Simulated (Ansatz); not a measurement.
## Trial structures of In2BAs3: starts and ends

Level of theory: Ansatz 0.2.0, DFT PBE, scalar-relativistic, plane waves, PAW. Settings: cutoff 420 eV, Γ-centred meshes spaced at most about 0.3 Å⁻¹, and about 0.25 Å⁻¹ or finer for metals (2π included), Gaussian smearing. No spin polarisation in the final relaxations.

Each guess was relaxed in cell and atoms at zero pressure, within the symmetry of its start. All energies are static (0 K, no zero-point motion). Coordination counts As or B atoms around In (for each partner element, those within 1.25 times its shortest distance or 1.15 times the sum of covalent radii, where it is the nearest in units of that sum or under 1.3; a plus sign parts groups by distance over the sum of covalent radii; the shortest distance is added where it exceeds 1.18 times the sum of covalent radii).

```tsv
guess	made from	start group	V start (Å³/atom)	end group	V end (Å³/atom)	coordination at the end	gap on mesh (eV)	E over the lowest end (meV/atom)
1	random cell	P6/mmm	22.2	P6/mmm	32.4	In 1+6	0	506
2	random cell	Cmmm	13.6	Cmmm	26.3	In 1+4+5	0	160
3	random cell	I4/mmm	22.8	I4/mmm	24.3	In 2+6	0	40
4	Eu2Si3Au type	P-6m2	23.5	?	?	?	?	?
5	Hf2SiAs3 type	P-4m2	18.7	P-4m2	21.4	In 2+4 from 3.1 Å	0	0
```

Guess 4 as it starts:

Space group P-6m2 (No. 187). a = 4.264 Å, b = 4.264 Å, c = 8.956 Å, α = 90.00°, β = 90.00°, γ = 120.00°
```tsv
atom	site	symmetry	x	y	z
In	2i	3m.	0.6667	0.3333	0.2479
B	1a	-6m2	0.0000	0.0000	0.0000
As	1b	-6m2	0.0000	0.0000	0.5000
As	1c	-6m2	0.3333	0.6667	0.0000
As	1d	-6m2	0.3333	0.6667	0.5000
```

**Question.** Fill in the missing row: what does this guess relax into, and where does it rank?

**Answer.** It ends in space group P-6m2 (No. 187), with a = 4.268 Å, c = 8.857 Å, 23.3 Å³/atom and no gap. It lies 183 meV/atom over the lowest end, above guess 2 and below guess 1. The shortest distance is 2.46 Å (B–As and As–As) in this end and 2.29 Å (B–As) in the lowest (guess 5). This end holds As–As nets (shortest 2.46 Å); in the lowest (guess 5) the shortest As–As distance is 2.62 Å, near bonding range too.

```cif
data_structure
_symmetry_space_group_name_H-M 'P 1'
_symmetry_Int_Tables_number 1
_cell_length_a 4.2682
_cell_length_b 4.2682
_cell_length_c 8.8573
_cell_angle_alpha 90.000
_cell_angle_beta 90.000
_cell_angle_gamma 120.000
_cell_volume 139.74
loop_
_atom_site_label
_atom_site_type_symbol
_atom_site_fract_x
_atom_site_fract_y
_atom_site_fract_z
_atom_site_occupancy
In1 In 0.66667 0.33333 0.22385 1
In2 In 0.66667 0.33333 0.77615 1
B1 B 0.00000 0.00000 0.00000 1
As1 As 0.00000 0.00000 0.50000 1
As2 As 0.33333 0.66667 0.00000 1
As3 As 0.33333 0.66667 0.50000 1
```

Formation energies are uncorrected and refer to the elements' standard structures at the same level.

**Question.** Is the lowest end bound against the elements?

**Answer.** No: its formation energy is +0.45 eV/atom. The separate elements lie lower, so it is unstable against them.

Weakly bound directions are ill-defined at this level, which has no dispersion term (P-4m2, I4/mmm), and this can change margins and order among such cells. The reference form of As is held partly by dispersion forces, which this level lacks. Cells relaxed within their symmetry can be saddle points. A lower structure may well exist outside this small set. Some types were kept out of the candidates beforehand, so the set may lack a known form.
